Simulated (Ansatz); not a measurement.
This LiAl2B2 structure is the end of a relaxation. The cell was found from a structure generator's guess, not taken from experiment.

Level of theory: DFT PBE, scalar-relativistic, plane waves, PAW in Ansatz 0.2.0. Cutoff 420 eV, Γ-centred mesh, Gaussian smearing, no spin polarisation.

```
Li Al B
1.0
     3.00286    0.00000    0.00000
    -1.50143    2.60055    0.00000
     0.00000    0.00000    7.77834
Li Al B
1 2 2
Direct
  0.00000 0.00000 0.06551
  0.00000 0.00000 0.46347
  0.33333 0.66667 0.75618
  0.33333 0.66667 0.27029
  0.66667 0.33333 0.27222
```

Formation energies are uncorrected and refer to the elements' standard structures at the same level.

(1) Find its symmetry and describe it.

(2) What is its formation energy per atom?

(3) Is it a metal?

(4) From what recipe could a structure generator have reached it?

Results:

(1) P3m1 (No. 156). Conventional cell: a = 3.003 Å, c = 7.778 Å. Li is surrounded by 6 B at 2.35–2.36 Å, 4 Al at 2.97–3.10 Å and 6 Li at 3.00 Å; around Al on its first site lie 6 B at 2.28–2.29 Å and 9 Al at 2.86–3.00 Å; around Al on its second site lie 9 Al at 2.86–3.00 Å and 3 Li at 2.97 Å; B on its first site has 3 B at 1.73 Å, 3 Al at 2.29 Å and 3 Li at 2.35 Å; 1 more site not described.

(2) −0.10 eV/atom. A negative formation energy is needed for stability but isn't enough: competing phases decide.

(3) Yes, bands cross the Fermi level on the 12×12×6 mesh.

(4) One such recipe: close-packed layers stacked ABCAB, next cell at A (P3m1, No. 156). Other recipes can lead to the same cell.

The last run used a 12×12×6 mesh (in the run's order of axes) for its 5-atom cell and Gaussian smearing of 0.10 eV. The cell is a metal run without spin; a magnetic state may lie lower. A structure relaxed within its symmetry needn't be a true minimum.
